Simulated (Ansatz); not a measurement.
Given:

Pt:
Space group Pm-3m (No. 221); a = b = c = 2.6036 Å, α = β = γ = 90.00°

| atom | site | symmetry | x | y | z |
|---|---|---|---|---|---|
| Pt | 1a | m-3m | 0.0000 | 0.0000 | 0.0000 |

This is the r²SCAN-relaxed structure.

Q: All from DFT-r²SCAN in the program Ansatz with PAW potentials, unless another level is named. Estimate the density of states at the Fermi level.

A: 1.3 states/eV per atom (mean over ±0.08 eV).

Q: What about the gap with spin–orbit coupling?

A: none (metallic).

A made-up cell: these elements were put on the sites of a structure type; neither database checked (COD, Materials Project) lists it. It is not the phase usual at ambient conditions (space group No. 225). The r²SCAN relaxation kept the symmetry of its start; its stability against distortions is not shown here. The run is not spin-polarised. Scalar-relativistic: spin–orbit coupling is off unless named, which matters more the heavier the elements.

Potentials: the earlier of the program's two PAW sets.
